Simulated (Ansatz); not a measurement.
GaIr:
```
GaIr
1.0
    3.02624     0.00000     0.00000
    0.00000     3.02624     0.00000
    0.00000     0.00000     3.02624
Ga Ir
1 1
Direct
  0.00000   0.00000   0.00000
  0.50000   0.50000   0.50000
```

Relaxed with r²SCAN. Special points in fractions of this cell's reciprocal vectors: Γ (0.000, 0.000, 0.000); X (0.000, 0.500, 0.000); M (0.500, 0.500, 0.000); R (0.500, 0.500, 0.500).

**Question.** List the band energies nearest the Fermi level at these points for r²SCAN (plane waves, PAW; program Ansatz).

**Answer.** In eV from the Fermi level; about four levels below and three above (degenerate sets whole), none deeper than 8.9 eV; points with the same levels are listed once.

```json
[
 {"k": "Γ", "below": "-5.43 -5.43 -1.70 -1.70 -1.70", "above": "3.93 3.93 3.93"},
 {"k": "X", "below": "-5.06 -3.92 -3.92 -1.64", "above": "0.21 8.77 11.38 11.38"},
 {"k": "M", "below": "-3.68 -3.68 -2.91 -2.91 -0.25", "above": "2.91 3.61 8.68"},
 {"k": "R", "below": "-7.07 -7.07 -7.07 -1.55 -0.14 -0.14", "above": "3.43 3.43 3.43"}
]
```

Space group Pm-3m (CsCl type). The workflow started from a Materials Project entry (that database holds measured and hypothetical structures alike); the Crystallography Open Database files this formula in space group No. 221, but the cells were not matched. Whether it is the stable phase at ambient conditions was not checked. Symmetry was held in the r²SCAN relaxation; whether a distortion lowers the energy is not shown. The run is not spin-polarised. Spin–orbit coupling is left out wherever it is not named.

Potentials: the later of the program's two PAW sets.
